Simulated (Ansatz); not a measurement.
# Two states of EuAg5

```yaml
crystal:
  lattice:
    - [5.61293, 0.00000, 4.63798]
    - [-2.80647, 4.86094, 0.00000]
    - [5.61293, 0.00000, -4.63798]
  atoms:
    - { symbol: Ag, position: [0.16665, 0.66670, 0.16665] }
    - { symbol: Ag, position: [0.66665, 0.66670, 0.66665] }
    - { symbol: Ag, position: [0.33330, 0.33330, 0.33330] }
    - { symbol: Ag, position: [0.83330, 0.33330, 0.83330] }
    - { symbol: Ag, position: [0.00000, 0.00000, 0.50000] }
    - { symbol: Ag, position: [0.50000, 0.00000, 0.00000] }
    - { symbol: Ag, position: [0.00000, 0.50000, 0.50000] }
    - { symbol: Ag, position: [0.50000, 0.50000, 0.00000] }
    - { symbol: Ag, position: [0.25000, 0.50000, 0.75000] }
    - { symbol: Ag, position: [0.75000, 0.50000, 0.25000] }
    - { symbol: Eu, position: [0.00000, 0.00000, 0.00000] }
    - { symbol: Eu, position: [0.50000, 0.00000, 0.50000] }
```

Single point in Ansatz 0.2.0 with r2SCAN. Cutoff 500 eV, PAW datasets, 3×4×3 Γ-centred k mesh, fermi-dirac filling (width 0.1 eV).

State A: Eu11 up, Eu12 up (collinear spin). State B: Eu11 up, Eu12 down (collinear spin).

Compare the two self-consistent states.

State A is lower by 2.9 meV an atom at zero smearing. So small a gap isn't resolved on this mesh where a state is a metal.

```tsv
state	free energy (meV/atom)	largest moment in a small sphere (μB)	net moment (μB/cell)	gap on mesh (eV)	pressure (GPa)	largest force (eV/Å)
A	0.0	6.90	14.66	metal	0.4	0.03
B	2.5	6.87	0.00	metal	0.4	0.04
```

Origin: a database entry at a rescaled volume. Caveats: the k mesh is coarse if the cell is a metal; f shells without a U or exact exchange are poorly placed.
